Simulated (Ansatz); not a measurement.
NbP (CsCl type, Pm-3m), r²SCAN in the plane-wave PAW code Ansatz, all energies at zero smearing, with the estimated change up to a 700 eV cutoff added, with one set of potentials and settings (totals compare only within such a set). Cell of 2 atoms (1 Nb, 1 P): -5324.195 eV.

| element | reference phase | E (eV/atom) |
|---|---|---|
| Nb | Im-3m, 1 atoms in the cell | -4563.6587 |
| P | Cmce, 4 atoms in the cell | -759.1670 |

Formation energy per atom, worked out: (-5324.195 − 1×(-4563.6587) − 1×(-759.1670))/2 = -0.684 eV/atom (-66 kJ per mol of atoms), at 0 K, without zero-point energy or fitted corrections.

The cell is a constructed one: a structure type filled with these elements; neither database checked (COD, Materials Project) lists it. COD files the formula under space group No. 141, so this cell is another polymorph or a model. Whether it is the stable phase at ambient conditions was not checked. Symmetry was held in the r²SCAN relaxation; whether a distortion lowers the energy is not shown. No spin polarisation was allowed. The references are the lowest solids computed at this level, not always the standard phases.

Potentials: the earlier of the program's two PAW sets.
